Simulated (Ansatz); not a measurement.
Input and command of a plane-wave DFT calculation in Ansatz:

```yaml
crystal:
  lattice:
    - [4.6413505062, 0.0, 0.0]
    - [0.0, 4.6413505062, 0.0]
    - [0.0, 0.0, 6.1583583003]
  atoms:
    - { symbol: Al, position: [0.0, 0.0, 0.0] }
    - { symbol: In, position: [0.5, 0.5, 0.5] }
    - { symbol: Sb, position: [0.0, 0.5, 0.23336537] }
    - { symbol: Sb, position: [0.5, 0.0, 0.76663463] }
basis:
  ecutwfc: 420
kpoints:
  mp_grid: { grid: [8, 8, 6] }
hamiltonian:
  xc: pbesol
scf:
  occupations: { method: gaussian, width: 0.03 }
output:
  forces: true
  stress: true
  eigenvalues: true
```

```bash
ansatz run input.yaml --threads 1 --pin off --max-ram 2560MiB --backend cpu --events-out ev --progress --plain --runs-dir out
```

Processor: Intel(R) Xeon(R) Platinum 8259CL CPU @ 2.50GHz (Skylake/Cascade Lake), 1 thread, on a host shared with other jobs.

Task: Estimate time, memory and problem size.

Result: About 26 s on 1 thread of Intel(R) Xeon(R) Platinum 8259CL CPU @ 2.50GHz (Skylake/Cascade Lake), on a shared host, peak memory 0.52 GiB. It solves 28 bands at 60 k points (the mesh reduced by symmetry) with about 2565 plane waves, in 7 SCF iterations.
